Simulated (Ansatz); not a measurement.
V3Si:
```yaml
crystal:
  lattice:
    - [4.65808, 0.00000, 0.00000]
    - [0.00000, 4.65808, 0.00000]
    - [0.00000, 0.00000, 4.65808]
  atoms:
    - { symbol: Si, position: [0.00000, 0.00000, 0.00000] }
    - { symbol: Si, position: [0.50000, 0.50000, 0.50000] }
    - { symbol: V, position: [0.25000, 0.00000, 0.50000] }
    - { symbol: V, position: [0.50000, 0.75000, 0.00000] }
    - { symbol: V, position: [0.75000, 0.00000, 0.50000] }
    - { symbol: V, position: [0.50000, 0.25000, 0.00000] }
    - { symbol: V, position: [0.00000, 0.50000, 0.75000] }
    - { symbol: V, position: [0.00000, 0.50000, 0.25000] }
```
The run is spin-polarised; directions of the spins, atom by atom: 0 0 ↑ ↑ ↑ ↑ ↑ ↑.

Relaxed with HSE06.

Question: Give the Bader charges and basin volumes of the independent atoms, HSE06 (plane waves, PAW; program Ansatz).

Answer: 

```tsv
atom	Bader charge (e)	Bader volume (Å³)
Si1	-1.40	16.9
V3	+0.47	11.2
```

Space group Pm-3n (A15 (Cr3Si type)). The cell was relaxed with HSE06 under the symmetry of its start. The final state is ferromagnetic, the only order run, not a proven ground state. Other orbital occupations within this spin state were not tried.

Potentials: the later of the program's two PAW sets.
